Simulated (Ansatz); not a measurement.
# CdAu: a sublattice moved along a line

The calculation used DFT r2SCAN, scalar-relativistic, plane waves, PAW (Ansatz). Settings: plane waves to 500 eV, k-mesh 14×14×14 (Γ-centred), Gaussian smearing 0.15 eV. Spin–orbit coupling is left out, which can shift energies with elements as heavy as these. No spin polarisation. Energies are free energies at this smearing, counted from the undisturbed cell; pressure is positive in compression.

Zero of the scan (as given, not relaxed at this level; it stands at 1.2 GPa):

```
Cd Au
1.0
     3.34000    0.00000    0.00000
     0.00000    3.34000    0.00000
     0.00000    0.00000    3.34000
Cd Au
1 1
Direct
  0.50000 0.50000 0.50000
  0.00000 0.00000 0.00000
```

Every Au atom is moved by x along the Cartesian unit vector (0.000, 0.000, 1.000); the cell and all other atoms stay fixed. The cell is metallic on the mesh throughout.

| x (Å) | ΔE (meV/cell) | force along x on the moved atoms (eV/Å) | pressure (GPa) |
| --- | --- | --- | --- |
| -0.5000 | ? | 1.76 | ? |
| -0.2500 | 112.2 | 0.89 | 3.9 |
| 0.0000 | 0.0 | 0.00 | 1.2 |
| 0.0625 | 7.0 | -0.23 | 1.4 |
| 0.1250 | 28.1 | -0.45 | 1.9 |
| 0.1875 | 63.2 | -0.67 | 2.7 |
| 0.3125 | 175.0 | -1.11 | 5.4 |
| 0.3750 | 251.5 | ? | ? |
| 0.4375 | 341.6 | -1.55 | 9.3 |

By symmetry 0.5000 repeats -0.5000, -0.3750 repeats 0.3750, 0.2500 repeats -0.2500, -0.1250 repeats 0.1250 in energy, with the opposite slope along the path.

Give the withheld values.

ΔE (meV/cell) at x (Å) = -0.5000: 445.0; pressure (GPa) at x (Å) = -0.5000: 11.6; force along x on the moved atoms (eV/Å) at x (Å) = 0.3750: -1.33; pressure (GPa) at x (Å) = 0.3750: 7.2.